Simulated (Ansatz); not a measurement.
Bi$_{2}$Te$_{3}$ (Bi2Te3 type, space group R-3m)

```
Bi2Te3
1.0
    2.15783     1.24582     9.87406
   -2.15783     1.24582     9.87406
    0.00000    -2.49164     9.87406
Bi Te
2 3
Direct
  0.40072   0.40072   0.40072
  0.59928   0.59928   0.59928
  0.00000   0.00000   0.00000
  0.20741   0.20741   0.20741
  0.79259   0.79259   0.79259
```

In this cell atom 1 (Bi, nearest neighbour Te at 3.036 Å; its periodic images, 4.3 Å or more away, move with it) is moved by s along Cartesian [110], unit vector (0.707, 0.707, 0.000); all other atoms and the cell stay fixed.

All values below come from PBEsol-D3(BJ) (plane waves to 420 eV, PAW, scalar-relativistic; Ansatz, a quantum-chemistry and plane-wave program). k mesh 7×7×7 (Γ-centred), Fermi-Dirac smearing 0.05 eV. Energies are smeared free energies. Bi2Te3 was relaxed with its symmetry unable to fall. Spin-orbit coupling is left out, though Bi and Te are heavy. The PAW data are Ansatz's earlier set. ΔE is measured from the undisplaced structure.

**Question.** Give the computed ΔE (meV/cell) at s (Å) = -0.610, -0.488, -0.366, -0.244, 0.122, 0.366, 0.488, 0.610.

**Answer.** 
```json
[
 {"s (Å)": "-0.610", "ΔE (meV/cell)": "777"},
 {"s (Å)": "-0.488", "ΔE (meV/cell)": "465"},
 {"s (Å)": "-0.366", "ΔE (meV/cell)": "245"},
 {"s (Å)": "-0.244", "ΔE (meV/cell)": "103"},
 {"s (Å)": "0.122", "ΔE (meV/cell)": "23"},
 {"s (Å)": "0.366", "ΔE (meV/cell)": "212"},
 {"s (Å)": "0.488", "ΔE (meV/cell)": "388"},
 {"s (Å)": "0.610", "ΔE (meV/cell)": "631"}
]
```

(For displaced atoms, the force is minus the slope of the energy, and its curvature is a force constant, which sets phonon frequencies.)
